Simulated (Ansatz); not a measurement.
# CaC2 under strain

The calculation used DFT r2SCAN, scalar-relativistic, plane waves, PAW (Ansatz 0.2.0). (500 eV cutoff, 9×9×2 k-mesh, Gaussian smearing of 0.02 eV, no spin polarisation)

The relaxed crystal:

```
Ca C
1.0
     3.86146    0.00000    0.00000
    -1.93073    3.34413    0.00000
     0.00000    0.00000   11.78190
Ca C
3 6
Cartesian
  0.0000 0.0000 0.0000
  1.9307 1.1147 3.9273
  0.0000 2.2294 7.8546
  1.9307 1.1147 10.4410
  1.9307 1.1147 9.1955
  0.0000 2.2294 2.5864
  0.0000 2.2294 1.3409
  0.0000 0.0000 6.5137
  0.0000 0.0000 5.2682
```

Deformation: uniaxial strain along c, with the lengths of a and b and the atoms relaxed and the angles held, all within the symmetry that the strain leaves. Energies are extrapolated to zero smearing. Stress is positive in compression, on the Cartesian axes of the cell above. Gaps are generalised Kohn–Sham gaps over the whole zone.

Strains computed: -3.0, -1.5, +1.5 %.

Problem. At which strain does the energy stand 4.3 meV/atom over the relaxed crystal with σxx = 0.00, σyy = 0.00, σzz = 2.62 GPa?

Solution. -3.0 %. The gap there is 3.05 eV against 3.10 unstrained.